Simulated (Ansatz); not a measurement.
An Ansatz (an electronic-structure program) run. Input:

Ansatz 0.2 input:
```yaml
crystal:
  lattice:
    - [4.1073687004, 0.0, 0.0]
    - [0.0, 4.1073687004, 0.0]
    - [0.0, 0.0, 9.1667397891]
  atoms:
    - { symbol: Ba, position: [0.0, 0.0, 0.2181737165] }
    - { symbol: Ba, position: [0.0, 0.0, 0.7818262835] }
    - { symbol: Ba, position: [0.5, 0.5, 0.5] }
    - { symbol: Zn, position: [0.5, 0.5, 0.0] }
    - { symbol: N, position: [0.5, 0.5, 0.8010782033] }
    - { symbol: N, position: [0.5, 0.5, 0.1989217967] }
    - { symbol: O, position: [0.0, 0.0, 0.5] }
kpoints:
  mp_grid: { grid: [4, 4, 2] }
hamiltonian:
  xc: hse06
  pseudopotentials: { kind: paw }
scf:
  n_extra_bands: 7
  occupations: { method: fixed }
output:
  eigenvalues: true
  eigenstates:
    e_range: [-9.0, 9.0]
    kpoints:
      - [0.5, 0.5, 0.5]  # VBM
      - [0.5, 0.5, 0.5]  # CBM
      - [0.0, 0.0, 0.0]  # GAMMA
      - [0.0, 0.0, 0.5]  # Z
      - [0.5, 0.5, 0.0]  # M
      - [0.5, 0.5, 0.5]  # A
      - [0.0, 0.5, 0.5]  # R
      - [0.0, 0.5, 0.0]  # X
```

Output (shortened):

```
Pseudopotential: Ba, paw, valence charge 10
Pseudopotential: Zn, paw, valence charge 12
Pseudopotential: N, paw, valence charge 5
Pseudopotential: O, paw, valence charge 6
Functional definition: HSE06
davidson cushion auto → on  (no smearing: the cushion is to keep the highest requested band from converging to the state above it …
Crystal: 7 atoms, lattice volume = 154.647 Å³
Basis set: ecut = 420 eV, 3039 PW (Γ)
Bands: 36, of which v1, the nominal top of the filled ones, is band 29 counted from 1 (28 counted from 0)
Symmetry: 16 space group operations
Space group: P4/mmm (ITA 123), of the structure as read, at distance tolerance 5.4e-5 Å
k-points: 12 of 32
SCF iter   1: F=—  HF=-22507.841201 eV  |F-HF|=—  |Δ(HF+E_count)|=         —  Δρ=1.84e-3  dr2=6.12e-3  ethr=1.77e-3  ⟨swp⟩=14.1  Hψ=2746  notcnv=0
preconditioner: auto → none
SCF iter   2: F=—  HF=-22507.845446 eV  |F-HF|=—  |Δ(HF+E_count)|=   4.24e-3  Δρ=1.09e-3  dr2=3.93e-3  ethr=1.05e-5  ⟨swp⟩=7.6  Hψ=1874  notcnv=0  defer=10
SCF iter   3: F=—  HF=-22507.844738 eV  |F-HF|=—  |Δ(HF+E_count)|=   7.08e-4  Δρ=5.68e-4  dr2=4.75e-4  ethr=6.78e-6  ⟨swp⟩=5.5  Hψ=1211  notcnv=0  defer=1
SCF iter   4: F=—  HF=-22507.844940 eV  |F-HF|=—  |Δ(HF+E_count)|=   2.02e-4  Δρ=3.51e-4  dr2=1.22e-4  ethr=8.18e-7  ⟨swp⟩=4.9  Hψ=1324  notcnv=0
iter 5 solved again at ethr=1.94e-8 eV; its pass at ethr=2.10e-7 eV (dr2=1.12e-5 eV) is discarded
SCF iter   5: F=-22507.845020 eV  HF=-22507.845014 eV  |F-HF|=5.85e-6  |Δ(HF+E_count)|=   7.42e-5  Δρ=9.30e-5  dr2=1.18e-5  ethr=1.94e-8  ⟨swp⟩=5.3  Hψ=2559  notcnv=0
SCF 1 stopped early in 5 iterations: F = -22507.845020 eV  dr2 = 1.18e-5
Crystal: 7 atoms, lattice volume = 154.647 Å³
Exchange kernel: α = 0.2500, screened, ω = 0.2079 Å⁻¹, Wigner–Seitz truncation, v(0) = 1039.0440 eV·Å³, q-mesh 4×4×2, nearest image of the exchange supercell L …
Frozen-core exchange: fock
SCF iter   1: F=—  HF=-22521.465685 eV  |F-HF|=—  |Δ(HF+E_count)|=         —  Δρ=1.42e-2  dr2=2.95e-1  ethr=2.04e-7  ⟨swp⟩=11.3  Hψ=3579  notcnv=0
preconditioner: auto → none
SCF iter   2: F=—  HF=-22521.410608 eV  |F-HF|=—  |Δ(HF+E_count)|=   5.51e-2  Δρ=8.61e-3  dr2=1.15e-1  ethr=2.04e-7  ⟨swp⟩=10.1  Hψ=3243  notcnv=0
SCF iter   3: F=—  HF=-22521.379036 eV  |F-HF|=—  |Δ(HF+E_count)|=   3.16e-2  Δρ=2.17e-3  dr2=1.13e-2  ethr=2.04e-7  ⟨swp⟩=8.2  Hψ=2653  notcnv=0
SCF iter   4: F=—  HF=-22521.404498 eV  |F-HF|=—  |Δ(HF+E_count)|=   2.55e-2  Δρ=2.56e-3  dr2=6.56e-3  ethr=2.04e-7  ⟨swp⟩=8.2  Hψ=2384  notcnv=0
SCF iter   5: F=—  HF=-22521.402557 eV  |F-HF|=—  |Δ(HF+E_count)|=   1.94e-3  Δρ=3.83e-4  dr2=3.86e-4  ethr=2.04e-7  ⟨swp⟩=5.5  Hψ=1833  notcnv=0
SCF iter   6: F=—  HF=-22521.402814 eV  |F-HF|=—  |Δ(HF+E_count)|=   2.57e-4  Δρ=2.54e-4  dr2=6.95e-5  ethr=2.04e-7  ⟨swp⟩=5.4  Hψ=1463  notcnv=0
SCF iter   7: F=-22521.402796 eV  HF=-22521.402802 eV  |F-HF|=5.83e-6  |Δ(HF+E_count)|=   1.23e-5  Δρ=8.65e-5  dr2=1.48e-5  ethr=1.11e-7  ⟨swp⟩=2.9  Hψ=974  notcnv=0
SCF 2 stopped early in 7 iterations: F = -22521.402796 eV  dr2 = 1.48e-5
hybrid outer 1: dexx = +2.885e-2 eV, tail = 8.79e-5 eV
Crystal: 7 atoms, lattice volume = 154.647 Å³
Exchange kernel: α = 0.2500, screened, ω = 0.2079 Å⁻¹, Wigner–Seitz truncation, v(0) = 1039.0440 eV·Å³, q-mesh 4×4×2, nearest image of the exchange supercell L …
Frozen-core exchange: fock
SCF iter   1: F=—  HF=-22521.402240 eV  |F-HF|=—  |Δ(HF+E_count)|=         —  Δρ=1.13e-4  dr2=2.65e-5  ethr=7.58e-7  ⟨swp⟩=3.7  Hψ=1017  notcnv=0
preconditioner: auto → none
iter 2 solved again at ethr=1.11e-9 eV; its pass at ethr=4.39e-8 eV (dr2=6.42e-7 eV) is discarded
SCF iter   2: F=—  HF=-22521.402237 eV  |F-HF|=—  |Δ(HF+E_count)|=   2.89e-6  Δρ=2.56e-5  dr2=9.49e-7  ethr=1.11e-9  ⟨swp⟩=4.7  Hψ=2824  notcnv=0
SCF iter   3: F=—  HF=-22521.402239 eV  |F-HF|=—  |Δ(HF+E_count)|=   1.78e-6  Δρ=2.74e-5  dr2=1.33e-6  ethr=1.11e-9  ⟨swp⟩=5.6  Hψ=1565  notcnv=0
SCF iter   4: F=—  HF=-22521.402239 eV  |F-HF|=—  |Δ(HF+E_count)|=   1.75e-7  Δρ=1.31e-5  dr2=6.99e-7  ethr=1.11e-9  ⟨swp⟩=5.1  Hψ=1399  notcnv=0
SCF iter   5: F=-22521.402239 eV  HF=-22521.402239 eV  |F-HF|=3.46e-8  |Δ(HF+E_count)|=   1.60e-7  Δρ=4.39e-6  dr2=4.23e-8  ethr=1.11e-9  ⟨swp⟩=3.6  Hψ=1071  notcnv=0
SCF 3 converged in 5 iterations: F = -22521.402239 eV  dr2 = 4.23e-8
hybrid outer 2: dexx = +1.725e-6 eV, tail = 1.11e-7 eV, Δε = 6.85e-3 eV (about 3.32e-4 eV left of the loop's levels)
NSCF: frozen V_eff on 8 k-points
hybrid SCF converged: 2 outer / 12 inner (+5 warm-up), last move |dexx| = 1.73e-6 eV, tail = 1.11e-7 eV
Stability not checked (fock_operator)
Free energy (F): -22521.402239 eV
Frozen-core exchange: fock
Harris-Foulkes:  -22521.402239 eV  (|F-HF|=3.46e-8)
Internal energy: -22521.402239 eV  (E = F + TS)
E sigma→0 (E₀):  -22521.402239 eV
Fermi energy:    8.454395 eV
--- Per-component energies (eV) ---
  E_band       = -131.026694
  E_kinetic    = 1071.357595
  E_local      = -3571.121218  (includes V_loc(G=0)·N_el)
  E_nonlocal   = 918.439977
  E_hartree    = 1414.750933
  E_xc         = -674.304746
  E_vxc        = -570.459622  (∫ρ·V_xc dr)
  E_exx        = -143.477532  (= α·E_x^exact, valence–valence)
  E_paw        = -17948.489177  (= ΣΔE_a)
  E_vpaw       = -521.791714  (= ΣTr[D̂ρ^β])
  E_aug_tail   = 0.002087  (compensation charges beyond the density's cutoff)
  E_ewald      = -3588.685188
  E_core_change = 0.125032  (= ΣΔE_core)
  E_smearing   =  0.000000  (= −TS)
  E_closure    = 0.000000  (closes the sum)
  Σ components = -22521.402239   (vs F -22521.402239, Δ=0.00e0)
  [band-id]    e_kinetic+e_local+e_nonlocal+2·e_hartree+e_vxc+2·e_exx+e_vpaw+e_augmentation_tail = -131.026094   (vs E_band -131.026694, Δ=6.00e-4)
--- Band table (eV; the first three rows and the last of 12) ---
  k-point 0: bands = ["-20.7153", "-20.2094", "-20.2045", "-10.3837", "-5.9603", "-5.9000", "-4.8972", "-4.8452", "-4.8452", "-4.5226", "-4.1809", "-4.1809", "-4.0995", "-4.0995", "-3.6711", "0.0484", "0.0484", "0.0544", "0.1053", "0.4180", "4.5631", …
  k-point 1: bands = ["-20.7132", "-20.2399", "-20.1762", "-10.3747", "-6.3057", "-5.4306", "-5.1069", "-4.8407", "-4.8407", "-4.2172", "-4.2172", "-4.0896", "-4.0742", "-4.0676", "-4.0676", "0.0481", "0.0481", "0.0544", "0.1053", "0.5606", "4.5714", …
  k-point 2: bands = ["-20.6694", "-20.2010", "-20.1778", "-10.4948", "-6.3645", "-6.3493", "-4.8729", "-4.7759", "-4.7341", "-4.5122", "-4.1823", "-4.1114", "-4.0911", "-3.7891", "-3.3127", "0.0218", "0.0262", "0.0785", "0.1023", "0.5331", "4.5043", …
  k-point 11: bands = ["-20.5738", "-20.1373", "-20.1150", "-10.4142", "-6.2940", "-5.4932", "-5.4932", "-5.1165", "-4.9099", "-4.8044", "-4.8044", "-4.5127", "-4.5127", "-4.3609", "-3.9820", "0.0510", "0.0510", "0.0921", "0.1477", "0.6498", "5.5733", …
```

Cost: about 7 core-minutes (a rough figure) on shared cores.

The points marked VBM and CBM come from a semilocal run.

The first step of the workflow began from a Materials Project structure, measured or hypothetical; the Crystallography Open Database copy checked does not list it. Its standing as an ambient phase is unchecked. The cell was relaxed with r²SCAN under the symmetry of its start; its stability against distortions is not shown here. Scalar-relativistic: spin–orbit coupling is off unless named, which matters more the heavier the elements.

Potentials: the later of the program's two PAW sets.

Ansatz is a plane-wave DFT program.
